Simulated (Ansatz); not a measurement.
Rb (bcc (W type)), relaxed and computed with several functionals in Ansatz (plane waves, PAW). Much of their spread follows the volume that each gives.

```tsv
functional	V (Å³/atom)	B₀ by P(V) fit (GPa)
PBEsol	86.53	2.9
r²SCAN	94.93	?
LDA	77.46	3.6
PBE	91.19	2.8
```

Fit a straight line to ln B₀ against ln V and predict the withheld value.

Least squares on the 3 shown rows: ln B₀ = -1.60 × ln V + (8.231), with a scatter of 2.1 %. For r²SCAN this gives 2.6. The run itself gave 2.6, a miss of 0.0 % of that.

All cells were relaxed under the symmetry of their starts (and spin orders); stability against distortions was not tested throughout. Scalar-relativistic: spin–orbit coupling is off unless named, which matters more the heavier the elements.

Potentials: the later of the program's two PAW sets.

Ansatz (a quantum-chemistry and plane-wave program) is a plane-wave DFT program.
